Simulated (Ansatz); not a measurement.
MoP:
```yaml
crystal:
  lattice:
    - [1.57081, -4.27855, 0.00000]
    - [1.57081, 4.27855, 0.00000]
    - [0.00000, 0.00000, 4.20200]
  atoms:
    - { symbol: P, position: [0.59297, 0.40703, 0.75000] }
    - { symbol: P, position: [0.40703, 0.59297, 0.25000] }
    - { symbol: Mo, position: [0.87345, 0.12655, 0.75000] }
    - { symbol: Mo, position: [0.12655, 0.87345, 0.25000] }
```

Relaxed with PBE. Special points in fractions of this cell's reciprocal vectors: Γ (0.000, 0.000, 0.000); Y (-0.500, 0.500, 0.000); C0 (-0.284, 0.716, 0.000); Σ0 (0.284, 0.284, 0.000); Z (0.000, 0.000, 0.500); A0 (0.284, 0.284, 0.500); E0 (-0.284, 0.716, 0.500); T (-0.500, 0.500, 0.500); S (0.000, 0.500, 0.000); R (0.000, 0.500, 0.500).

Problem. List the band energies nearest the Fermi level at these points for the program Ansatz at the PBE level (PAW).

Solution. In eV from the Fermi level; about four levels below and three above (degenerate sets whole), none deeper than 8.9 eV; points with the same levels are listed once.

```csv
k,below,above
Γ,-2.19 -0.89 -0.44 -0.21,0.05 0.94 2.19
Y,-2.76 -2.44 -1.62 -0.11,0.18 0.49 1.14
C0,-3.17 -2.27 -1.44 -0.61,0.87 1.42 1.58
Z,-3.86 -3.86 -2.22 -2.22,0.84 0.84 2.09 2.09
A0,-3.56 -3.56 -1.42 -1.42,0.08 0.08 0.78 0.78
T,-2.57 -2.57 -0.72 -0.72,1.52 1.52 4.37 4.37
S,-4.42 -3.31 -2.10 -0.36,0.38 0.79 1.62
R,-1.38 -1.38 -0.08 -0.08,1.37 1.37 2.43 2.43
```

Space group Cmcm. A made-up cell: these elements were put on the sites of a structure type; neither database checked (COD, Materials Project) lists it. COD files the formula under space group No. 187, so this cell is another polymorph or a model. Whether it is the stable phase at ambient conditions was not checked. Symmetry was held in the PBE relaxation; whether a distortion lowers the energy is not shown. The run is not spin-polarised. Spin–orbit coupling is left out wherever it is not named.

Potentials: the later of the program's two PAW sets.
